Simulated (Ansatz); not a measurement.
Consider the following.

CaO:
```
CaO
1.0
    0.00000     2.60643     2.60643
    2.60643     0.00000     2.60643
    2.60643     2.60643     0.00000
Ca O
1 1
Direct
  0.00000   0.00000   0.00000
  0.25000   0.25000   0.25000
```

This is the r²SCAN-relaxed structure. Cartesian axes are those of the cell as given.

### Question
All from DFT-r²SCAN in the program Ansatz with PAW potentials, unless another level is named. Give the bulk modulus (Birch–Murnaghan fit).

### Answer
82.4 GPa.

### Question
And the piezoelectric stress constants (proper, relaxed ions, C/m²)?

### Answer
e14 = e25 = e36 = 0.46.

Space group F-43m (zinc blende). The start of the workflow was typed in or built on a structure type; neither database checked (COD, Materials Project) lists it. It is not the phase usual at ambient conditions (space group No. 225). The cell was relaxed with r²SCAN under the symmetry of its start; whether a distortion lowers the energy is not shown.

Potentials: the later of the program's two PAW sets.
